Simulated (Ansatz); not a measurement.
**NbTe in the rocksalt structure**

Computed with Ansatz (plane waves, PAW, 420 eV cutoff): PBE, scalar-relativistic, collinear spin, 10×10×5 k-mesh, Gaussian smearing of 0.05 eV. The datasets are Ansatz's generated set soft_2.

```yaml
crystal:
  lattice:
    - [0.00000, 2.87746, 2.87746]
    - [5.75492, 2.87746, 2.87746]
    - [5.75492, 5.75492, 0.00000]
  atoms:
    - { symbol: Nb, position: [0.50000, 0.50000, 0.00000] }
    - { symbol: Te, position: [0.00000, 0.00000, 0.00000] }
    - { symbol: Nb, position: [0.50000, 0.50000, 0.50000] }
    - { symbol: Te, position: [0.00000, 0.00000, 0.50000] }
```

This is a trial structure made by placing the elements on a prototype's sites, so it needn't be the stable form.

Magnetic state: antiferromagnetic, site spin moments Nb 1.20, -1.20 μB.

Which orbitals carry the states at the Fermi level, and how many states are there?

Within 0.1 eV of it: Nb 4d 87 %, Te 5p 9 % (shares among the projected shells; no valence p shell of Nb is among them). The density of states at the Fermi level is about 5.1 states/eV per cell, averaged over 0.3 eV.

Density of states (tetrahedra, averaged over 0.4 eV; states/eV per cell of 4 atoms; energy in eV from the Fermi level; projections on Löwdin-orthogonalised atomic orbitals, summed over sites):

```csv
E,total,Te 5p,Nb 4d up,Nb 4d down,Nb 5s,Te 5s
-6.85,0.1,0.0,0.0,0.0,0.0,0.0
-6.45,0.8,0.5,0.1,0.1,0.2,0.0
-6.05,2.1,1.3,0.2,0.2,0.3,0.0
-5.65,3.7,2.5,0.3,0.3,0.4,0.1
-5.25,2.1,1.5,0.2,0.2,0.1,0.0
-4.85,2.3,1.6,0.3,0.3,0.1,0.0
-4.45,5.3,3.3,0.9,0.9,0.1,0.0
-4.05,6.6,4.0,1.3,1.3,0.0,0.0
-3.65,3.6,2.3,0.6,0.6,0.0,0.0
-3.25,2.2,1.5,0.3,0.3,0.0,0.0
-2.85,0.8,0.5,0.1,0.1,0.0,0.0
-2.45,0.4,0.2,0.1,0.1,0.0,0.0
-2.05,0.6,0.2,0.2,0.2,0.0,0.0
-1.65,1.0,0.2,0.4,0.4,0.0,0.0
-1.25,1.9,0.2,0.8,0.8,0.0,0.0
-0.85,3.1,0.3,1.4,1.4,0.0,0.0
-0.45,4.7,0.4,2.0,2.0,0.1,0.0
-0.05,5.2,0.4,2.2,2.2,0.1,0.1
0.35,4.3,0.4,1.7,1.7,0.2,0.1
0.75,6.3,0.4,2.6,2.6,0.4,0.1
1.15,7.2,0.6,2.9,2.9,0.5,0.1
1.55,4.5,0.7,1.6,1.6,0.3,0.2
1.95,2.9,0.6,0.9,0.9,0.2,0.2
2.35,3.0,0.7,0.8,0.8,0.1,0.2
2.75,2.7,0.6,0.6,0.6,0.2,0.2
3.15,2.0,0.5,0.4,0.4,0.2,0.1
3.55,1.6,0.3,0.2,0.2,0.2,0.1
3.95,1.7,0.3,0.1,0.1,0.3,0.1
4.35,2.5,0.4,0.2,0.2,0.4,0.1
4.75,2.6,0.4,0.2,0.2,0.4,0.1
5.15,1.5,0.2,0.1,0.1,0.2,0.1
5.55,1.3,0.2,0.1,0.1,0.1,0.0
5.95,1.9,0.3,0.1,0.1,0.2,0.0
```

For elements this heavy, spin–orbit coupling would shift levels and gaps; it isn't included here. The run wasn't fully tested for a lower electronic state. Site moments are of spin, integrated over atomic spheres.
